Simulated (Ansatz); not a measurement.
## Sb: energy along a strain

Sb, Pm-3m, a = 3.160 Å (as given, not relaxed at this level: -3.8 GPa). This isn't the element's structure at ambient conditions. Ansatz: r2SCAN, PAW, 500 eV, Γ-centred 16×16×16 mesh on 1 atom, Gaussian smearing 0.15 eV; no spin polarisation. Cell vectors (Å): 3.160 0.000 0.000; 0.000 3.160 0.000; 0.000 0.000 3.160. The cell is strained by x per cent times the pattern (1 0 0 0 0 0) in the order xx yy zz yz xz xy (engineering shears), with fractional coordinates held. y is the free energy over the start, V0 = 31.554 Å³/atom.

| x (%) | y (meV/atom) |
| --- | --- |
| -2.00 | -10.55 |
| -1.50 | -8.73 |
| -1.00 | -6.36 |
| -0.50 | -3.44 |
| 0.00 | 0.00 |
| 0.50 | 3.95 |
| 1.00 | 8.37 |
| 1.50 | ? |
| 1.75 | 15.84 |
| 2.00 | 18.54 |

**Question.** Fit y = c1 x + c2 x² + c3 x³ to the other rows, get the stiffness along the pattern, and predict the missing energy.

**Answer.** Least squares on the rows shown. y = 7.3936 x + 0.99989 x² − 0.030377 x³. The clamped-ion stiffness p·C·p = 2 × 9.999 eV × 160.2 / 31.554 Å³ = 102 GPa, which is C11 in these axes (second derivative at the start, which stands under stress). At x = 1.50 the fit asked for gives 13.24 meV/atom. The run gave 13.25 meV/atom, so the fit is 0.01 meV/atom too low, within twice the rms miss on the fitted rows (0.005 meV/atom).